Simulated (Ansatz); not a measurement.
Te₂Mo: from a starting cell to a relaxed one

The start is a generated cell, Te2Mo built in the fluorite structure type. The cell and all atomic positions are relaxed at zero pressure with r2SCAN (plane waves to 500 eV, PAW, scalar-relativistic; Ansatz, a program for electronic structure). The first steps use a coarse 6×6×6 k-mesh.

Initial structure:
```
CELL_PARAMETERS angstrom
      0.00000     3.35363     3.35363
      3.35363     0.00000     3.35363
      3.35363     3.35363     0.00000
ATOMIC_POSITIONS crystal
  Mo 0.00000 0.00000 0.00000
  Te 0.25000 0.25000 0.25000
  Te 0.75000 0.75000 0.75000
```

Task: What pressure does the first self-consistent step give?

Result: -3 GPa (negative: the cell is under tension).

Task: By how much does the energy per atom fall from start to end?

Result: 0.01 eV/atom.

Task: How does the volume per atom move from start to end?

Result: -3.0 %, from 25.15 to 24.39 Å³/atom.

Task: How do the shortest distances between atoms change?

Result: The closest pairs of elements (up to four, under 3.6 Å), start → end: Mo–Te 2.90 → 2.87 Å; Te–Te 3.35 → 3.32 Å.

Task: Is the relaxed structure metallic? Give its gap.

Result: No gap (metallic).

Task: What does it relax into? Give the structure.

Result: 
```cif
data_Mo4Te8
_chemical_formula_sum 'Mo4 Te8'
_space_group_name_H-M_alt 'Fm-3m'
_space_group_IT_number 225
_space_group_name_Hall '-F 4 2 3'
_cell_length_a 6.63940
_cell_length_b 6.63940
_cell_length_c 6.63940
_cell_angle_alpha 90.000
_cell_angle_beta 90.000
_cell_angle_gamma 90.000
loop_
_atom_site_label
_atom_site_type_symbol
_atom_site_symmetry_multiplicity
_atom_site_Wyckoff_symbol
_atom_site_fract_x
_atom_site_fract_y
_atom_site_fract_z
_atom_site_occupancy
Mo1 Mo 4 a 0.00000 0.00000 0.00000 1
Te1 Te 8 c 0.25000 0.25000 0.25000 1
```
(The calculation used a cell of 3 atoms; values per cell refer to that cell.)

The space group stays Fm-3m (No. 225) (the run could not lower it); the end is AFLOW prototype AB2_cF12_225_a_c (C1, as in CaF2), with 3 atoms in the primitive cell. Final values are on a 12×12×12 k-mesh of the relaxed cell. No spin polarisation in the result. A magnetic state may lie lower.

The run could not lower the symmetry of its start; a shaken copy of this end point relaxes with r2SCAN to C2/m (No. 12), 0.10 eV/atom lower.

The relaxed structure here is a generated cell of Te2Mo: the first start was made by placing the elements on the sites of a structure type, and the end was not matched to a known phase here, so it may be hypothetical. Known forms of Te2Mo include space group No. 194.
